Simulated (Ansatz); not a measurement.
InSb (zinc blende, F-43m) at seven volumes, plane-wave PAW LDA (Ansatz code), scaled uniformly. One row is withheld.

```json
[
 {"V (Å³/atom)": "30.522", "P (GPa)": "5.49"},
 {"V (Å³/atom)": "31.528", "P (GPa)": "3.34"},
 {"V (Å³/atom)": "32.535", "P (GPa)": "1.53"},
 {"V (Å³/atom)": "33.541", "P (GPa)": "0.00"},
 {"V (Å³/atom)": "34.547", "P (GPa)": "?"},
 {"V (Å³/atom)": "35.553", "P (GPa)": "-2.35"},
 {"V (Å³/atom)": "36.560", "P (GPa)": "-3.25"}
]
```

Question: Fit the shown pressures and predict the withheld one.

Answer: Third-order Birch–Murnaghan: P = (3/2)B₀(x^(7/2) − x^(5/2))[1 + (3/4)(B′ − 4)(x − 1)] with x = (V₀/V)^(2/3). Least squares on the six rows gives V₀ = 33.545 Å³/atom, B₀ = 46.39 GPa, B′ = 4.78. At V = 34.547, x = 0.9806 and P = -1.27 GPa. The run itself gave -1.28 GPa.

Symmetry was held in the LDA relaxation. Scalar-relativistic: spin–orbit coupling is off unless named, which matters more the heavier the elements.

Potentials: the earlier of the program's two PAW sets. The files were generated under PBE; for other functionals the program regenerates the frozen cores, and for LDA and PBEsol the local potential too.
